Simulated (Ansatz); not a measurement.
Polymorphs of Be₃N₂, each relaxed with the program Ansatz at the r²SCAN level (PAW):

A: P6_3/mmc
a = b = 2.8364 Å, c = 9.7272 Å, α = β = 90.00°, γ = 120.00°

| atom | site | symmetry | x | y | z |
|---|---|---|---|---|---|
| Be | 4f | 3m. | 0.3333 | 0.6667 | 0.0782 |
| Be | 2b | -6m2 | 0.0000 | 0.0000 | 0.2500 |
| N | 2a | -3m. | 0.0000 | 0.0000 | 0.0000 |
| N | 2c | -6m2 | 0.3333 | 0.6667 | 0.2500 |

B: R3m
a = b = 2.8349 Å, c = 14.5847 Å, α = β = 90.00°, γ = 120.00°

```tsv
atom	site	symmetry	x	y	z
Be	3a	3m	0.0000	0.0000	0.8591
Be	3a	3m	0.0000	0.0000	0.3176
Be	3a	3m	0.0000	0.0000	0.0888
N	3a	3m	0.0000	0.0000	0.2041
N	3a	3m	0.0000	0.0000	0.7084
```

Problem. Rank these by energy per atom at 0 K (lowest first), as r²SCAN gives it.

Solution. A (+0 meV/atom), B (+22 meV/atom)

Problem. Give each one's gap.

Solution. A 4.01 eV; B 3.42 eV.

Standing as an ambient phase not checked: A; B. All cells were relaxed under the symmetry of their starts (and spin orders); stability against distortions was not tested throughout.

Energies hold the estimated change up to a 700 eV cutoff; steps of a few meV lie near the error of the meshes.

Potentials: the later of the program's two PAW sets.
